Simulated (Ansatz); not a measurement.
A geometry of Ga away from equilibrium: the start of the relaxation of a generated cell, Ga placed in the trigonal-Se structure type. The numbers are results of r2SCAN (plane waves to 500 eV, PAW, scalar-relativistic; Ansatz, a quantum-chemistry and plane-wave program), not measurements. Γ-centred k-mesh 9×9×7 on the run's cell (coarser than for final values), Fermi–Dirac smearing 0.05 eV.

```xyz
3
Lattice="4.2512 0.0000 0.0000 -2.1256 3.6817 0.0000 0.0000 0.0000 4.8232" Properties=species:S:1:pos:R:3 pbc="T T T"
Ga     0.9582     0.0000     4.0193
Ga    -0.4791     0.8298     0.8039
Ga     1.6465     2.8518     2.4116
```

Question: Give the Cartesian forces on all atoms (eV/Å).

Answer: 
| atom | Fx | Fy | Fz |
|---|---|---|---|
| Ga1 | 2.26 | 0.00 | 0.00 |
| Ga2 | -1.13 | 1.96 | 0.00 |
| Ga3 | -1.13 | -1.96 | 0.00 |

Question: What is the pressure?

Answer: +1.4 GPa, compression positive.

No spin polarisation in the result.

The run could not lose the symmetry of its start, so the end can be a saddle point.

The end of the path is a generated cell of Ga: the first start was made by placing the elements on the sites of a structure type, and the end was not matched to a known phase here, so it may be hypothetical. Known forms of Ga include space group No. 64.
